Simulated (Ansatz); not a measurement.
The relaxed structure here is a generated cell of SnO: the first start was made by placing the elements on the sites of a structure type, and the end was not matched to a known phase here, so it may be hypothetical. Known forms of SnO include space group No. 129.

The end point of a relaxation of SnO. Space group Pmm2 (No. 25). Method: PBEsol (plane waves to 420 eV, PAW, scalar-relativistic; Ansatz, a first-principles code).

Space group Pmm2 (No. 25); a = 3.1088 Å, b = 5.9307 Å, c = 3.4851 Å, α = 90.00°, β = 90.00°, γ = 90.00°

```json
[
 {"atom": "Sn", "site": "1a", "symmetry": "mm2", "x": "0.0000", "y": "0.0000", "z": "0.6125"},
 {"atom": "Sn", "site": "1d", "symmetry": "mm2", "x": "0.5000", "y": "0.5000", "z": "0.9644"},
 {"atom": "O", "site": "2h", "symmetry": "m..", "x": "0.5000", "y": "0.2451", "z": "0.4210"}
]
```

| Quantity | Value |
|---|---|
| Volume per atom | 16.06 Å³ |
| Band gap | no gap (metallic) |
| Shortest distances | O–Sn 2.19 Å; O–O 2.91 Å; Sn–Sn 3.11 Å |
| k-mesh | 11×6×10 |

Band energies at high-symmetry points (eV from the Fermi level; labels of this space group; no spin-orbit coupling), from −5 eV up to 3.7 eV:

```tsv
point	energies
Γ	-4.10 -4.02 -3.56 -2.90 -2.60 0.08 0.30
X	-3.91 -3.29 -2.68 -2.20 -1.75 0.22
S	-3.64 -3.08 -0.69 -0.17 0.06 1.90
Y	-4.31 -3.43 -3.31 -2.88 -2.55 -2.25
Z	-3.61 -3.25 -2.94 -2.56 -0.45 0.57
U	-4.93 -4.82 -2.76 -2.58 0.21 0.34 2.05 3.46
R	-4.50 -4.11 -1.82 -1.47 1.08 2.51
T	-3.18 -2.65 -1.04 -0.94 1.70 2.84
```

No spin polarisation in the result.

The run could not lose the symmetry of its start: the end is stationary, and may be a saddle point rather than a minimum.

It was reached from a disturbed copy of a P4₂/mmc (No. 131) cell, against which it lies -0.02 eV/atom.
